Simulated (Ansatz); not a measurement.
This run works on a proposed trial structure, not on a known crystal.

Input and command of a plane-wave DFT calculation in Ansatz:

```yaml
crystal:
  lattice:
    - [6.746038433, -1.8252335847, -0.0114621366]
    - [6.746038433, 1.8252335847, -0.0114621366]
    - [-3.1458559621, 0.0, 6.5791543781]
  atoms:
    - { symbol: Ti, position: [0.2351470615, 0.2351470615, 0.1842282528] }
    - { symbol: Ti, position: [0.7648529385, 0.7648529385, 0.8157717472] }
    - { symbol: Te, position: [0.0, 0.0, 1.0] }
    - { symbol: As, position: [0.8709172643, 0.8709172643, 0.21617015] }
    - { symbol: As, position: [0.3234926933, 0.3234926933, 0.5889451466] }
    - { symbol: As, position: [0.1290827357, 0.1290827357, 0.78382985] }
    - { symbol: As, position: [0.6765073067, 0.6765073067, 0.4110548534] }
basis:
  ecutwfc: 420
kpoints:
  mp_grid: { grid: [10, 10, 6] }
hamiltonian:
  xc: pbe
scf:
  occupations: { method: gaussian, width: 0.1 }
  n_extra_bands: 17
output:
  forces: true
  stress: true
  eigenvalues: true
  populations: true
  dos: { projected: true, de: 0.02, nscf_kmesh: { grid: [12, 12, 8] } }
  bader: false
  write_density: true
  write_potential: true
  elf: true
  volumetric_format: npy
```

```bash
ansatz run input.yaml --threads 1 --pin off --max-ram 2560MiB --backend cpu --events-out ev --progress --plain --runs-dir out
```

Processor: Intel(R) Xeon(R) Processor @ 2.50GHz (Skylake/Cascade Lake), 1 thread, on a host shared with other jobs.

Problem. How long does it run, and how much memory does it take?

Solution. About 7.2 min, peak memory 2.2 GiB. It solves 67 bands at 172 k points (after reduction by symmetry) with about 3151 plane waves, in 6 SCF iterations.
